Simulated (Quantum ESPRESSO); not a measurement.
# Moving one atom in Si6NB

The results below are calculated, not measured. They come from pw.x of Quantum ESPRESSO 7.5, a plane-wave density functional program, with PseudoDojo standard norm-conserving files (v0.5 for PBE, v0.4.1 for LDA and PBEsol). The cells are made up: elements, strain and atom displacements were drawn at random, and nothing was relaxed. There is no spin polarisation, spin-orbit coupling or dispersion term.

The cell has 8 sites of a zincblende or diamond lattice. Sites 1 to 4 hold Si Si N Si; sites 5 to 8 hold B Si Si Si. Cell vectors in Å: (5.525, -0.001, -0.044); (-0.001, 5.500, 0.051); (-0.044, 0.051, 5.531). Settings: PBE, cutoff 1143 eV, 6 x 6 x 6 k mesh shifted by half a step, Fermi-Dirac smearing of 0.1 eV.

Each run shifts the Si atom on site 4 along x and leaves all else fixed. Site 5 is one of its nearest neighbours. E is the free energy of the cell above the lowest run shown.

| run | shift (Å) | Fx on site 4 (eV/Å) | Fx on site 5 (eV/Å) | P (GPa) | E (meV) |
| --- | --- | --- | --- | --- | --- |
| 1 | -0.1158 | 0.766 | -0.576 | -13.98 | 17.3 |
| 3 | 0.0053 | -0.488 | -0.367 | -13.98 | 0.0 |
| 4 | 0.0279 | -0.725 | -0.334 | -13.96 | 13.7 |
| 5 | 0.0597 | -1.058 | -0.291 | -13.90 | 42.1 |
| 6 | 0.0708 | -1.174 | -0.276 | -13.88 | 54.5 |
| 7 | 0.1114 | -1.596 | -0.229 | -13.78 | 110.7 |
| 2 | -0.0251 | ? | ? | ? | ? |

A rerun of one of these cells at 1437 eV and k mesh 8 x 8 x 8 moved values by no more than 0.003 eV in the cell's energy, 0.03 GPa in stress and 0.006 eV/Å in force.

## Worked fit

A parabola through the six runs shown gives Fx on site 4 = -0.435 - 10.40 u - 0.3 u² eV/Å, with u in Å and a scatter of 0.002 eV/Å. Minus the slope, 10.40 ± 0.08 eV/Å², is this atom's force constant along x at u = 0, with its periodic images moving too. The fitted force vanishes at u = -0.042 Å, where the energy should be lowest along this line. The error is the larger of the fit's own and the change that a cubic makes, rounded up.

## Withheld run

Question: what Fx on site 4 should run 2 give?

The fit gives -0.174 eV/Å. The calculation gave -0.170 eV/Å.

| run | shift (Å) | Fx on site 4 (eV/Å) | Fx on site 5 (eV/Å) | P (GPa) | E (meV) |
| --- | --- | --- | --- | --- | --- |
| 2 | -0.0251 | -0.170 | -0.415 | -14.01 | -10.0 |